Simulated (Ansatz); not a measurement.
A geometry of AlNi away from equilibrium: the start of the relaxation of a relaxed AlNi cell, doubled along one cell vector, shaken by Gaussian noise of σ = 0.08 Å a coordinate. Method: r2SCAN (plane waves to 500 eV, PAW, scalar-relativistic; Ansatz, a quantum-chemistry and plane-wave program). Γ-centred k-mesh 5×14×14 on the run's cell (coarser than for final values), Fermi–Dirac smearing 0.05 eV.

```xyz
4
Lattice="-2.6304 4.0977 4.8735 1.3152 -2.0489 2.4367 1.3152 2.0489 -2.4367" Properties=species:S:1:pos:R:3:forces:R:3 pbc="T T T" free_energy=-12771.645 pressure_GPa=3.5
Ni     1.1760     0.1494     0.0067    0.2042   -1.4370   -0.1783
Ni    -0.0213     2.1021     2.4059   -0.6112   -1.5470   -0.1276
Al    -0.0521     2.0274    -0.0923   -0.2217    0.9900    0.3453
Al    -1.5107     3.9550     2.4341    0.6287    1.9940   -0.0394
```

Positions in Å, forces in eV/Å, free energy of the cell in eV (comparable only within this code, potentials and settings). Largest force: 2.09 eV/Å, on Al4 (atoms numbered as listed); the geometry lies 0.35 eV/atom above the end of its relaxation.

No spin polarisation in the result. A magnetic state may lie lower.

The end of the path is a generated cell of AlNi: the first start was made by placing the elements on the sites of a structure type, and the end was not matched to a known phase here, so it may be hypothetical. Known forms of AlNi include space group No. 221.
